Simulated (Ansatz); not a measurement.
Data:

H:
```
H
1.0
    2.57185    -2.29859     0.00000
    2.57185     2.29859     0.00000
    0.00000     0.00000     4.61559
H
4
Direct
  0.94176   0.05824   0.05834
  0.05824   0.94176   0.94166
  0.55824   0.44176   0.55834
  0.44176   0.55824   0.44166
```

This is the PBEsol-relaxed structure. Cartesian axes are those of the cell as given.

Problem. All from PBEsol in the plane-wave PAW code Ansatz, unless another level is named. Predict the band gap.

Solution. 9.09 eV (indirect).

Problem. Predict the smallest direct gap on the standard path.

Solution. 9.61 eV.

Problem. And the valence-band maximum?

Solution. on the Γ–Y line, 54 % of the way from Γ (k = 0.271, 0.271, 0.000).

Space group Cmce. The first step of the workflow began from a Materials Project structure, measured or hypothetical; the Crystallography Open Database copy checked does not list it. It is not the usual solid phase (space group No. 194). The PBEsol relaxation kept the symmetry of its start; its stability against distortions is not shown here. The substance is a gas or liquid at ambient conditions. A crystal of weakly bound units computed without a dispersion correction: the cell and the soft elastic constants depend strongly on that.

Potentials: the later of the program's two PAW sets.
